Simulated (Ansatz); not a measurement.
The relaxed structure here is a generated cell of AlNi: the first start was made by placing the elements on the sites of a structure type, and the end was not matched to a known phase here, so it may be hypothetical. Known forms of AlNi include space group No. 221.

A relaxed cell of AlNi (R3m (No. 160)), relaxed on a k-mesh at least as fine as the one used below. Level of theory: PBE (plane waves to 420 eV, PAW, scalar-relativistic; Ansatz, a first-principles code). Γ-centred k-mesh 10×10×5 on the run's cell (coarser than for final values), Fermi–Dirac smearing 0.05 eV.

```xyz
12
Lattice="1.9772 1.1415 6.4131 -1.9772 1.1415 6.4131 0.0000 -4.5662 12.8263" Properties=species:S:1:pos:R:3 pbc="T T T"
Ni     0.0000     0.0000    18.8299
Ni     0.0000    -2.2831    25.2430
Ni     0.0000     0.0000     4.4859
Ni     0.0000    -2.2831    10.8990
Ni     0.0000     0.0000    13.8796
Ni     0.0000    -2.2831    20.2927
Al     0.0000     0.0000     2.0762
Al     0.0000    -2.2831     8.4894
Al     0.0000     0.0000     6.8508
Al     0.0000    -2.2831    13.2639
Al     0.0000     0.0000    16.4056
Al     0.0000    -2.2831    22.8187
```

Every atom was then displaced, and the forces became (eV/Å):

| atom | Fx | Fy | Fz |
|---|---|---|---|
| Ni1 | 0.60 | 0.81 | 0.69 |
| Ni2 | 0.13 | -0.62 | 0.24 |
| Ni3 | -0.63 | -0.11 | -0.14 |
| Ni4 | 0.47 | -0.44 | -1.49 |
| Ni5 | -0.20 | 0.40 | -0.02 |
| Ni6 | -0.16 | 0.21 | -0.98 |
| Al7 | 0.05 | -0.60 | 0.98 |
| Al8 | 1.11 | -0.12 | -0.55 |
| Al9 | -0.10 | -0.12 | -0.82 |
| Al10 | -0.73 | -0.39 | 1.75 |
| Al11 | -1.19 | 1.09 | -0.58 |
| Al12 | 0.66 | -0.12 | 0.92 |

Problem. Which atom was moved farthest relative to the others, and in which direction?

Solution. Al11, by (0.09, -0.21, 0.06) Å (0.24 Å, mean shift removed); the next is Al10 with 0.15 Å. Its force makes an angle of 156° with its move.

All displacements (Å):

| atom | ux | uy | uz |
|---|---|---|---|
| Ni1 | 0.004 | -0.056 | 0.003 |
| Ni2 | 0.008 | 0.078 | -0.024 |
| Ni3 | 0.162 | -0.055 | 0.094 |
| Ni4 | 0.027 | -0.003 | 0.127 |
| Ni5 | 0.022 | -0.031 | 0.095 |
| Ni6 | 0.072 | 0.033 | 0.144 |
| Al7 | 0.030 | 0.089 | -0.055 |
| Al8 | -0.069 | 0.013 | 0.089 |
| Al9 | 0.026 | 0.020 | 0.177 |
| Al10 | 0.092 | 0.052 | -0.072 |
| Al11 | 0.124 | -0.217 | 0.119 |
| Al12 | -0.045 | 0.018 | -0.042 |

Problem. Estimate the energy cost of the displacement in the harmonic approximation and compare with the calculation.

Solution. For a harmonic well ΔE = −½ Σ F·u = 0.832 eV a cell, or 69 meV/atom. The calculated energy relative to the undisplaced cell is +0.07 eV/atom, so the harmonic estimate holds well.

No spin polarisation in the result: the starting moments vanished. A magnetic state may lie lower.

The run that gave the undisplaced cell could not lose the symmetry of its start; a randomly shaken copy of 12 atoms returns to this structure.
